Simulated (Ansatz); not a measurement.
## Ta2Bi2O: rattling a relaxed structure

The cell was found from a proposed guess, not taken from experiment.

Theory: Ansatz, DFT PBE, scalar-relativistic, plane waves, PAW. Settings: cutoff 420 eV, Γ-centred mesh 10×10×10 on the computed 5-atom cell, Gaussian smearing of 0.10 eV; no spin polarisation.

The cell below (5 atoms, space group I4/mmm (No. 139)) is relaxed within its symmetry.

```xyz
5
Lattice="-2.0645 2.0645 7.3050 2.0645 -2.0645 7.3050 2.0645 2.0645 -7.3050" Properties=species:S:1:pos:R:3 pbc="T T T"
Ta    0.0000    2.0645    0.0000
Ta    2.0645    0.0000    0.0000
Bi    0.0000    0.0000   12.3489
Bi    0.0000    0.0000    2.2612
O     0.0000    0.0000    7.3050
```

For the test a repeat of it with 10 atoms (edges 5.84, 5.84, 7.87 Å) was strained at random (σ = 1.5 % a component), the atoms were moved at random (σ = 0.10 Å), and all was relaxed again on a coarse 4×4×4 mesh (in the run’s order of axes) with 0.20 eV smearing, with no symmetry imposed.

These runs have no spin–orbit coupling, which can matter for Bi and Ta.

**Question.** What happens?

**Answer.** It doesn't return. The energy falls by 6 meV/atom on that mesh, the volume changes by -0.4 %, and the end has space group Cmce (No. 64) at a loose tolerance. Relaxed again on a 6×6×6 mesh with 0.10 eV smearing, the new structure lies 7 meV/atom below the first (mesh in the axes of the run's cell; the cell below is made exact in the group named). Space group Cmce (No. 64), orthorhombic, a = 14.832 Å, b = 5.788 Å, c = 5.785 Å. Around Ta lie 2 O at 2.06 Å, 4 Ta at 2.91–2.92 Å, 2 Bi at 2.94 Å, 2 Bi at 3.27 Å and 1 Ta at 3.59 Å; Bi is surrounded by 2 Ta at 2.94 Å and 2 Ta at 3.27 Å; O is surrounded by 4 Ta at 2.06 Å.

```
CELL_PARAMETERS angstrom
7.41599 -2.89399 0.00000
7.41599 2.89399 0.00000
0.00000 0.00000 5.78498
ATOMIC_POSITIONS crystal
Ta 0.21948 0.78052 0.21969
Ta 0.78052 0.21948 0.78031
Ta 0.71948 0.28052 0.28031
Ta 0.28052 0.71948 0.71969
Bi 0.84283 0.84283 0.00000
Bi 0.34283 0.34283 0.50000
Bi 0.15717 0.15717 0.00000
Bi 0.65717 0.65717 0.50000
O 0.00000 0.00000 0.50000
O 0.50000 0.50000 0.00000
```
